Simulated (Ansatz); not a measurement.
TlBr:
```
TlBr
1.0
    4.05262     0.00000     0.00000
    0.00000     4.05262     0.00000
    0.00000     0.00000     4.05262
Tl Br
1 1
Direct
  0.00000   0.00000   0.00000
  0.50000   0.50000   0.50000
```

Relaxed with PBE. Special points in fractions of this cell's reciprocal vectors: Γ (0.000, 0.000, 0.000); X (0.000, 0.500, 0.000); M (0.500, 0.500, 0.000); R (0.500, 0.500, 0.500).

Task: List the band energies nearest the valence-band maximum at these points for DFT-PBE in the program Ansatz with PAW potentials.

Result: In eV from the valence-band maximum; about four levels below and three above (degenerate sets whole), none deeper than 8.9 eV; points with the same levels are listed once.

| k | below | above |
|---|---|---|
| Γ | -4.52 -1.08 -1.08 -1.08 | 7.04 7.04 7.04 |
| X | -5.22 -0.63 -0.63 0.00 | 1.99 5.77 5.77 |
| M | -3.64 -2.57 -2.57 -0.55 | 4.82 4.82 7.22 |
| R | -2.77 -1.66 -1.66 -1.66 | 2.35 2.35 2.35 |

Space group Pm-3m (CsCl type). Symmetry was held in the PBE relaxation. Scalar-relativistic: spin–orbit coupling is off unless named, which matters more the heavier the elements.

Potentials: the later of the program's two PAW sets.
